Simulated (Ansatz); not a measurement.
Before relaxation, CH put at a bridge Al-Al site (Al, P6_3/mmc (No. 194), (0 0 1) face):

```
CELL_PARAMETERS angstrom
2.83628 0.00000 0.00000
-1.41814 2.45629 0.00000
0.00000 0.00000 36.41376
ATOMIC_POSITIONS crystal
Al 0.33333 0.66667 0.23343
Al 0.00000 0.00000 0.29743
Al 0.66667 0.33333 0.36143
Al 0.00000 0.00000 0.42543
Al 0.33333 0.66667 0.48893
Al 0.00000 0.00000 0.55321
Al 0.66667 0.33333 0.61756
Al 0.00000 0.00000 0.68286
C 0.50000 0.00000 0.72076
H 0.50000 0.00000 0.75097
```

Method: DFT PBEsol, scalar-relativistic, plane waves, PAW (Ansatz). Plane waves to 420 eV, a k mesh through Γ of 12×12×1 on the computed 10-atom cell and Gaussian smearing (0.10 eV); no spin polarisation. The cell repeats along c with a dipole correction in the vacuum.

Atoms 1, 2, 3, 4 (counted from 1) are held. The cell is fixed. Force threshold 0.03 eV/Å.

Question: Where does it end?

Answer: The energy falls by 0.592 eV in 11 steps, to:

```
CELL_PARAMETERS angstrom
2.83628 0.00000 0.00000
-1.41814 2.45629 0.00000
0.00000 0.00000 36.41376
ATOMIC_POSITIONS crystal
Al 0.33333 0.66667 0.23343
Al 0.00000 0.00000 0.29743
Al 0.66667 0.33333 0.36143
Al 0.00000 0.00000 0.42543
Al 0.33433 0.66867 0.48934
Al 0.00178 0.00356 0.55302
Al 0.66884 0.33768 0.61663
Al 0.00289 0.00579 0.68056
C 0.33628 0.67256 0.71052
H 0.33655 0.67309 0.74061
```

The end is the local minimum or symmetric point that this start leads to.

The reference crystal is a form of Al, which isn't its usual structure.

Cost: 1 run of about 7.1 core-minutes, on Intel Xeon Processor @ 2.70GHz (shared hosts).